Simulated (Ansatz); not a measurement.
Values for one crystal, relaxed and computed with plane-wave PAW r²SCAN+D4 (Ansatz code); other levels are named.

- Volume per atom: 10.74 Å³
- Band gap: 1.84 eV (indirect)
- Hole effective mass with spin–orbit coupling: 1.1, 1.1, 1.4 mₑ (principal values)
- Smallest direct gap on the standard path: 2.23 eV
- Gap with spin–orbit coupling: 1.84 eV
- Valence-band maximum: at Γ
- Hole effective mass: 1.1, 1.1, 1.4 mₑ (principal values)

Q: Which compound is it?
(A) GaN, P6_3/mmc (Ga on 2d, N on 2b)
(B) MoS2, P6_3/mmc (Mo on 2b, S on 4f)
(C) BN, P6_3mc (Pearson symbol hP12)
(D) Si2MoN4, P6_3/mmc (Mo on 2c, N on 4f, Si on 4f, N on 4e)

A: D, Si2MoN4, P6_3/mmc (Mo on 2c, N on 4f, Si on 4f, N on 4e)

The start of the workflow was typed in or built on a structure type; neither database checked (COD, Materials Project) lists it. Whether it is the stable phase at ambient conditions was not checked. The r²SCAN+D4 relaxation kept the symmetry of its start; whether a distortion lowers the energy is not shown. The workflow began spin-polarised and lost its moments. Spin–orbit coupling is left out wherever it is not named.

Potentials: the earlier of the program's two PAW sets.
